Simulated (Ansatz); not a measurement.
# What DFT gives for HfFe3Si2

```
CELL_PARAMETERS angstrom
2.70072 4.67779 0.00000
-2.70072 4.67779 0.00000
0.00000 0.00000 3.20494
ATOMIC_POSITIONS crystal
Hf 0.00000 0.00000 0.00000
Fe 0.50000 0.50000 0.50000
Fe 0.50000 0.00000 0.50000
Fe 0.00000 0.50000 0.50000
Si 0.33330 0.33340 0.00000
Si 0.66660 0.66670 0.00000
```

The numbers come from plane-wave PAW DFT (Ansatz): PBE, no spin polarisation, 420 eV, 7×7×10 Γ-centred k points, fermi-dirac occupations (width 0.0234 eV). Nothing was relaxed.

(1) Metal or insulator?

(2) Is it stable against the elements?

(3) Is the cell too large or too small?

(4) Are the atoms at rest?

(5) How is the charge shared?

Origin: a known structure type with other elements, at an estimated volume, so it need not be a known compound. Caveats: no spin polarisation, so a magnetic state may lie lower.

Results:

(1) It is a metal, with about 7.3 states/eV a cell as the mean within 0.25 eV of the Fermi level, mostly Fe d (87 %).

(2) -0.34 eV an atom against the elements' usual phases (free molecules for gases, crystals otherwise, with no correction for O₂ or N₂), so it is bound against them; other compounds may still compete. Relaxing would lower it.

(3) The pressure is -3.7 GPa (compression positive), so with the atoms held at these fractions the cell would first shrink. The principal stresses -11.1, -11.1, 11.1 GPa differ, so its shape would change too.

(4) The forces vanish by the symmetry of the sites.

(5) Bader charges in e: Hf +1.53, Fe -0.60, Si +0.13. In the mean Hf gives up most and Fe takes most.
